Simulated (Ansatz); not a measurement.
Here is the system:

NaHF₂ (space group R-3m)

```yaml
crystal:
  lattice:
    - [1.71311, 0.98906, 4.57029]
    - [-1.71311, 0.98906, 4.57029]
    - [0.00000, -1.97813, 4.57029]
  atoms:
    - { symbol: Na, position: [0.00000, 0.00000, 0.00000] }
    - { symbol: H, position: [0.50000, 0.50000, 0.50000] }
    - { symbol: F, position: [0.58278, 0.58278, 0.58278] }
    - { symbol: F, position: [0.41722, 0.41722, 0.41722] }
```

In each cell atom 4 (F, nearest neighbour H at 1.135 Å; its periodic images, 3.4 Å or more away, move with it) moves by s·(0.000, 0.000, 1.000) (along Cartesian z), the rest being held.

All values below come from r2SCAN (plane waves to 500 eV, PAW, scalar-relativistic; Ansatz, a first-principles code). k mesh 9×9×9 (Γ-centred), Fermi-Dirac smearing 0.05 eV. Energies are smeared free energies. NaHF2 was relaxed with its symmetry unable to fall. ΔE is measured from the undisplaced structure.

The scan covers s from -0.110 to 0.110 Å in 11 points.

Is the energy the same for displacements of ±0.110 Å, and if not, which side lies higher?

Not even: the positive side lies higher at ±0.110 Å. With its periodic images moving along, the atom's site symmetry in this cell is 3m.

What force acts on the atom along the line at s = -0.110 Å?

1.37 eV/Å.

What is the energy change at s = 0.110 Å?

130.6 meV/cell.

What is the force constant k = d²E/ds² of this move at s = 0?

17.0 eV/Å².

(For displaced atoms, the force is minus the slope of the energy, and its curvature is a force constant, which sets phonon frequencies.)
